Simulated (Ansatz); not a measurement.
## BAs (zinc blende), energy against volume

BAs (zinc blende), conventional cell a = b = c = 4.8093 Å, α = β = γ = 90.00°. The calculation uses the primitive cell of 2 atoms, to which meshes and values per cell refer.

Equation-of-state scan: isotropic scaling of the cell above, V₀ being its volume. Symmetry pins the atoms to their sites.

Computed with PBE (plane waves to 420 eV, PAW, scalar-relativistic; Ansatz, a first-principles code). k mesh 12×12×12 (Γ-centred), Fermi-Dirac smearing 0.05 eV. Energies are smeared free energies. Compression counts positive. BAs was relaxed with its symmetry unable to fall. ΔE is measured from the relaxed starting cell.

```tsv
V (Å³/cell)	ΔE (kJ/mol of atoms)	P (GPa)
23.36	18.89	32.6
24.47	9.83	21.8
25.58	4.05	13.0
26.70	0.94	5.8
27.81	0.00	0.0
28.92	0.82	-4.8
30.03	3.09	-8.6
31.15	6.51	-11.7
32.26	10.88	-14.3
```

Derived quantities:

```
Item                                                        Value
-------------------------------------------------  --------------
Pressure at the smallest volume                          32.6 GPa
Energy cost of the largest compression             195.7 meV/atom
Energy cost of the largest expansion               112.8 meV/atom
Bulk modulus B₀ (third-order Birch-Murnaghan fit)         131 GPa
Pressure derivative B₀′ (fit)                                 4.1
Equilibrium volume of the fit                       13.91 Å³/atom
Pressure for 5 % compression (fit)                        7.5 GPa
```

The 9 points together took roughly 40 core-seconds.

(A scan under strain: stresses follow from slopes of the energy per volume, elastic moduli from its curvatures.)
